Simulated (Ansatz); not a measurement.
# MgNb₂O₄ under compression: one row to predict

It was reached by relaxing an invented guess, and it needn't be the stable form of this composition.

Theory: DFT PBE, scalar-relativistic, plane waves, PAW in Ansatz. Settings of the last relaxation (14-atom cell): 420 eV, 4×10×6 k points, Gaussian smearing of 0.02 eV, no spin polarisation.

```cif
data_structure
_symmetry_space_group_name_H-M 'Pmma'
_symmetry_Int_Tables_number 51
_cell_length_a 10.7018
_cell_length_b 2.9543
_cell_length_c 5.0165
_cell_angle_alpha 90.000
_cell_angle_beta 90.000
_cell_angle_gamma 90.000
_cell_volume 158.61
loop_
_atom_site_label
_atom_site_type_symbol
_atom_site_symmetry_multiplicity
_atom_site_Wyckoff_symbol
_atom_site_fract_x
_atom_site_fract_y
_atom_site_fract_z
_atom_site_occupancy
Mg1 Mg 2 a 0.50000 0.00000 0.00000 1
Nb1 Nb 2 f 0.25000 0.50000 0.16497 1
Nb2 Nb 2 e 0.25000 0.00000 0.65670 1
O1 O 4 i 0.37079 0.00000 0.31826 1
O2 O 4 j 0.12261 0.50000 0.83887 1
```

The cell was set to several volumes, with shape and atoms relaxed at each where symmetry leaves them free. Pressure is positive in compression, and energies count from the lowest row.

| row | V (Å³/atom) | P (GPa) | ΔE (meV/atom) | gap on mesh (eV) |
| --- | --- | --- | --- | --- |
| 1 | 9.970 | 26.12 | 98.9 | 1.51 |
| 2 | 10.309 | ? | ? | ? |
| 3 | 10.649 | 10.97 | 22.0 | 1.39 |
| 4 | 10.989 | 5.06 | 5.2 | 1.31 |
| 5 | 11.329 | 0.00 | 0.0 | 1.23 |
| 6 | 11.669 | -4.30 | 4.6 | 1.15 |
| 7 | 12.009 | -7.96 | 17.7 | 1.07 |
| 8 | 12.462 | -12.03 | 46.2 | 0.96 |

Task: Find B = −V·ΔP/ΔV from rows 4 and 6 and from rows 1 and 3, and from the two its slope B′ and its value B0 at zero pressure.

Result: Rows 4 and 6 give −(10.989 + 11.669)/2 × (-4.30 − (5.06))/(11.669 − 10.989) = 155.9 GPa at a mean pressure of 0.38 GPa. Rows 1 and 3 give −(9.970 + 10.649)/2 × (10.97 − (26.12))/(10.649 − 9.970) = 230.0 GPa at a mean pressure of 18.55 GPa. So B′ = (230.0 − 155.9)/(18.55 − (0.38)) = 4.08 and B0 = 155.9 − 4.08 × (0.38) = 154.3 GPa. A third-order Birch–Murnaghan fit to all the energies gives B0 = 154.8 GPa and B′ = 4.3.

Task: Estimate the pressure and energy of row 2.

Result: From row 5, V0 = 11.329 × (1 + (0.00)/154.3) = 11.329 Å³/atom. Murnaghan's form P = (B0/B′)·[(V0/V)^B′ − 1] gives (154.3/4.08) × [(11.329/10.309)^4.08 − 1] = 17.76 GPa; the computed pressure is 17.92 GPa, so the estimate is off by -0.16 GPa. The work of compression from row 3, with the mean of the two pressures, gives ΔE = 22.0 + (17.76 + 10.97)/2 × (10.649 − 10.309)/160.2 × 1000 = 52.5 meV/atom (1 eV/Å³ = 160.2 GPa); the computed value is 52.5 meV/atom.

Task: Fit the gap against pressure through the other rows and estimate it at the computed pressure of row 2.

Result: Over the 7 rows the mean pressure is 2.5514 GPa and the mean gap is 1.231 eV. The sums of products of deviations are S_xx = 1009 and S_xy = 14.31, so the slope is 14.31/1009 = 0.01418 (r = 0.97, rms misfit 0.04 eV). At 17.92 GPa the line gives 1.231 + (0.01418) × (17.92 − 2.5514) = 1.45 eV. The computed value is 1.46 eV, so the line is off by -0.01 eV, no more than the largest miss among the fitted rows (0.06 eV).

Kohn–Sham gaps at this level usually fall short of measured ones. All volumes keep the k mesh of the relaxed cell. A later test with randomly moved atoms came back to the same energy, though modes that don't fit the test's cell weren't probed.
